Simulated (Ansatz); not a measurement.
MnSi (FeSi type, space group P2_13)

```xyz
8
Lattice="4.5603 0.0000 0.0000 0.0000 4.5603 0.0000 0.0000 0.0000 4.5603" Properties=species:S:1:pos:R:3 pbc="T T T"
Mn     0.6343     0.6343     0.6343
Mn     2.9144     1.6458     3.9260
Mn     3.9260     2.9144     1.6458
Mn     1.6458     3.9260     2.9144
Si     3.8546     3.8546     3.8546
Si     1.5745     2.9858     0.7057
Si     0.7057     1.5745     2.9858
Si     2.9858     0.7057     1.5745
```

The volume is varied about the relaxed value V₀ at fixed cell shape. The atoms relax within the cell's symmetry.

Level of theory: r2SCAN (plane waves to 500 eV, PAW, scalar-relativistic; Ansatz, an electronic-structure program). k mesh 10×10×10 (Γ-centred), Fermi-Dirac smearing 0.05 eV. E stands for the smeared free energy. Compression counts positive. MnSi was relaxed with its symmetry unable to fall. Relaxed MnSi ends ferromagnetic. The PAW data are Ansatz's earlier set. The magnetic order is the one the run started from; other orders were not tried. ΔE is measured from the relaxed starting cell. The last digit holds for this mesh only.

```json
[
 {"V (Å³/atom)": "11.143", "ΔE (meV/atom)": "27.6"},
 {"V (Å³/atom)": "11.321", "ΔE (meV/atom)": "15.2"},
 {"V (Å³/atom)": "11.499", "ΔE (meV/atom)": "6.6"},
 {"V (Å³/atom)": "11.677", "ΔE (meV/atom)": "1.6"},
 {"V (Å³/atom)": "11.855", "ΔE (meV/atom)": "0.0"},
 {"V (Å³/atom)": "12.032", "ΔE (meV/atom)": "1.5"},
 {"V (Å³/atom)": "12.210", "ΔE (meV/atom)": "withheld"},
 {"V (Å³/atom)": "12.388", "ΔE (meV/atom)": "12.5"},
 {"V (Å³/atom)": "12.566", "ΔE (meV/atom)": "21.4"}
]
```

Question: Fit a third-order Birch-Murnaghan form (E₀, V₀, B₀, B₀′ free) to the given rows and predict ΔE at V = 12.210.

Answer: Least squares on the 8 given rows: ΔE = E₀ + (9V₀B₀/16)·y²·[2 + (B₀′ − 4)y], y = (V₀/V)^(2/3) − 1, with V₀ = 11.857 Å³/atom, B₀ = 181.6 GPa (160.2 GPa = 1 eV/Å³; the term in eV is multiplied by 1000), B₀′ = 5.02, E₀ = 0.06 meV/atom; root-mean-square residual 0.06 meV/atom. At 12.210 the fit gives 5.7 meV/atom; the calculation gives 5.7 meV/atom, the same to the digits shown. For the pressure the fit gives -4.9 GPa against the computed -5.0 GPa.

(Under strain, the slope of the energy per volume gives the stress and its curvature an elastic modulus.)
